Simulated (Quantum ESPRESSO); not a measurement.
## GeAl2ZnN4 (input and log of a self-consistent run)

Computed values, not a measurement. The program is pw.x of Quantum ESPRESSO 7.5 (plane-wave density functional theory). The cell is made up: 8 atoms on a wurtzite lattice, with randomly drawn elements, strain and displacements, not relaxed. PseudoDojo standard norm-conserving files (v0.5 for PBE, v0.4.1 for LDA and PBEsol) set the functional; there is no spin polarisation, spin-orbit coupling or dispersion term, and the masses in the input are unused placeholders.

Input:

```
&control calculation='scf', pseudo_dir='./dojo.nc.sr.pbe.v0_5.standard.upf', outdir='./o', disk_io='low', tprnfor=.true., tstress=.true. /
&system ibrav=0, nat=8, ntyp=4, nbnd=36, ecutwfc=84.00895049, nosym=.true., tot_charge=0,
 occupations='smearing', smearing='fd', degauss=0.0018374661
/
&electrons conv_thr=7.350e-09, electron_maxstep=60, /
ATOMIC_SPECIES
Al 1.0 Al.upf
Ge 1.0 Ge.upf
N 1.0 N.upf
Zn 1.0 Zn.upf
CELL_PARAMETERS angstrom
3.0696 -0.0015 -0.0024
-0.0026 5.3801 0.0371
-0.0041 0.0358 4.943
ATOMIC_POSITIONS angstrom
Ge -0.006 0.0059 -0.0596
Al 1.5639 2.77 -0.1038
Zn 1.5915 0.6983 2.5537
Al 0.1182 3.4871 2.4927
N -0.0672 0.0035 1.7749
N 1.5513 2.5867 1.8056
N 1.4922 1.0448 4.3752
N -0.0387 3.6106 4.3881
K_POINTS automatic
6 4 4 1 1 1
```

The log is shortened where brackets say so; the opening notice, blank lines, dates and the lines on written files are dropped, and the path of the files is cut. It prints rydbergs, bohrs and kilobars, and counts compression as positive stress.

```
     Program PWSCF v.7.5
     Parallel version (MPI & OpenMP), running on       4 processor cores
     Number of MPI processes:                 4
     Threads/MPI process:                     1
     [start-up lines left out]
     bravais-lattice index     =            0
     lattice parameter (alat)  =       5.8007  a.u.
     unit-cell volume          =     550.8550 (a.u.)^3
     number of atoms/cell      =            8
     number of atomic types    =            4
     number of electrons       =        60.00
     number of Kohn-Sham states=           36
     kinetic-energy cutoff     =      84.0090  Ry
     charge density cutoff     =     336.0358  Ry
     scf convergence threshold =      7.3E-09
     mixing beta               =       0.7000
     number of iterations used =            8  plain     mixing
     Exchange-correlation= PBE
                           (   1   4   3   4   0   0   0)
     [axes and pseudopotential details left out]
   Cartesian axes
     site n.     atom                  positions (alat units)
         1        Ge     tau(   1) = (  -0.0019547   0.0019221  -0.0194162  )
         2        Al     tau(   2) = (   0.5094798   0.9023973  -0.0338155  )
         3        Zn     tau(   3) = (   0.5184712   0.2274888   0.8319321  )
         4        Al     tau(   4) = (   0.0385066   1.1360107   0.8120599  )
         5        N      tau(   5) = (  -0.0218921   0.0011402   0.5782184  )
         6        N      tau(   6) = (   0.5053751   0.8426827   0.5882197  )
         7        N      tau(   7) = (   0.4861218   0.3403699   1.4253317  )
         8        N      tau(   8) = (  -0.0126075   1.1762440   1.4295342  )
     number of k points=    48  Fermi-Dirac smearing, width (Ry)=  0.0018
                       cart. coord. in units 2pi/alat
        k(    1) = (   0.0834283   0.0708265   0.0771812), wk =   0.0416667
        k(    2) = (   0.0835492   0.0697559   0.2324390), wk =   0.0416667
     [further k points left out]
     Dense  grid:    57235 G-vectors     FFT dimensions: (  36,  60,  60)
     Estimated max dynamical RAM per process >     122.38 MB
     Estimated total dynamical RAM >     447.58 MB
     Initial potential from superposition of free atoms
     starting charge      59.9941, renormalised to      60.0000
     Starting wfcs are   43 randomized atomic wfcs
     total cpu time spent up to now is        2.2 secs
     per-process dynamical memory:    93.7 Mb
     Self-consistent Calculation
     iteration #  1     ecut=    84.01 Ry     beta= 0.70
     Davidson diagonalization with overlap
     ethr =  1.00E-02,  avg # of iterations =  3.1
     total cpu time spent up to now is        5.2 secs
     total energy              =    -688.15101508 Ry
     estimated scf accuracy    <       2.45189910 Ry
     iteration #  2     ecut=    84.01 Ry     beta= 0.70
     Davidson diagonalization with overlap
     ethr =  4.09E-03,  avg # of iterations =  3.7
     total cpu time spent up to now is        7.9 secs
     total energy              =    -688.73124360 Ry
     estimated scf accuracy    <       2.47590654 Ry
     iteration #  3     ecut=    84.01 Ry     beta= 0.70
     Davidson diagonalization with overlap
     ethr =  4.09E-03,  avg # of iterations =  2.0
     total cpu time spent up to now is       10.3 secs
     total energy              =    -689.22210994 Ry
     estimated scf accuracy    <       0.11842573 Ry
     iteration #  4     ecut=    84.01 Ry     beta= 0.70
     Davidson diagonalization with overlap
     ethr =  1.97E-04,  avg # of iterations =  5.4
     total cpu time spent up to now is       13.3 secs
     total energy              =    -689.24645896 Ry
     estimated scf accuracy    <       0.00811766 Ry
     iteration #  5     ecut=    84.01 Ry     beta= 0.70
     Davidson diagonalization with overlap
     ethr =  1.35E-05,  avg # of iterations =  7.1
     total cpu time spent up to now is       16.6 secs
     total energy              =    -689.24849238 Ry
     estimated scf accuracy    <       0.00327729 Ry
     [iterations 6 to 7 left out]
     iteration #  8     ecut=    84.01 Ry     beta= 0.70
     Davidson diagonalization with overlap
     ethr =  1.42E-07,  avg # of iterations =  2.1
     total cpu time spent up to now is       24.6 secs
     total energy              =    -689.24897433 Ry
     estimated scf accuracy    <       0.00001022 Ry
     iteration #  9     ecut=    84.01 Ry     beta= 0.70
     Davidson diagonalization with overlap
     ethr =  1.70E-08,  avg # of iterations =  3.2
     total cpu time spent up to now is       27.4 secs
     total energy              =    -689.24897739 Ry
     estimated scf accuracy    <       0.00000303 Ry
     iteration # 10     ecut=    84.01 Ry     beta= 0.70
     Davidson diagonalization with overlap
     ethr =  5.05E-09,  avg # of iterations =  2.0
     total cpu time spent up to now is       29.7 secs
     total energy              =    -689.24897761 Ry
     estimated scf accuracy    <       0.00000057 Ry
     iteration # 11     ecut=    84.01 Ry     beta= 0.70
     Davidson diagonalization with overlap
     ethr =  9.55E-10,  avg # of iterations =  2.0
     total cpu time spent up to now is       32.5 secs
     total energy              =    -689.24897769 Ry
     estimated scf accuracy    <       0.00000005 Ry
     iteration # 12     ecut=    84.01 Ry     beta= 0.70
     Davidson diagonalization with overlap
     ethr =  7.72E-11,  avg # of iterations =  3.7
     total cpu time spent up to now is       35.3 secs
     End of self-consistent calculation
     [lines on levels left out]
!    total energy              =    -689.24897770 Ry
     estimated scf accuracy    <          5.8E-09 Ry
     smearing contrib. (-TS)   =      -0.00000000 Ry
     internal energy E=F+TS    =    -689.24897770 Ry
     The total energy is F=E-TS. E is the sum of the following terms:
     one-electron contribution =    -493.75322781 Ry
     hartree contribution      =     282.39792642 Ry
     xc contribution           =    -118.33211960 Ry
     ewald contribution        =    -359.56155671 Ry
     convergence has been achieved in  12 iterations
     Forces acting on atoms (cartesian axes, Ry/au):
     atom    1 type  2   force =    -0.01749470    0.03671072    0.10156340
     atom    2 type  1   force =    -0.06342301   -0.05918408    0.14457913
     atom    3 type  4   force =    -0.08787518    0.07600798   -0.05982411
     atom    4 type  1   force =    -0.06848425    0.01579688   -0.11382442
     atom    5 type  3   force =     0.10868983   -0.15115254   -0.04536773
     atom    6 type  3   force =     0.04110287    0.07926633    0.02338503
     atom    7 type  3   force =     0.00984138   -0.07516692    0.03185725
     atom    8 type  3   force =     0.07764307    0.07772162   -0.08236855
     Total force =     0.382393     Total SCF correction =     0.000598
     Computing stress (Cartesian axis) and pressure
          total   stress  (Ry/bohr**3)                   (kbar)     P=      215.08
   0.00193273  -0.00010740  -0.00043894          284.31      -15.80      -64.57
  -0.00010740   0.00098368   0.00020936          -15.80      144.70       30.80
  -0.00043894   0.00020936   0.00146977          -64.57       30.80      216.21
     init_run     :      2.00s CPU      2.07s WALL (       1 calls)
     electrons    :     32.84s CPU     33.07s WALL (       1 calls)
     forces       :      0.41s CPU      0.42s WALL (       1 calls)
     stress       :      1.40s CPU      1.40s WALL (       1 calls)
     [timing details left out]
     PWSCF        :     36.82s CPU     37.16s WALL
     JOB DONE.
```

In other units: free energy -9377.710 eV for the cell, pressure 21.51 GPa, largest force component 3.886 eV/Å. A rerun of the same cell at another strain at 1437 eV and a 8 x 6 x 6 mesh moved values by no more than 0.002 eV in energy, 0.03 GPa in stress and 0.003 eV/Å in force.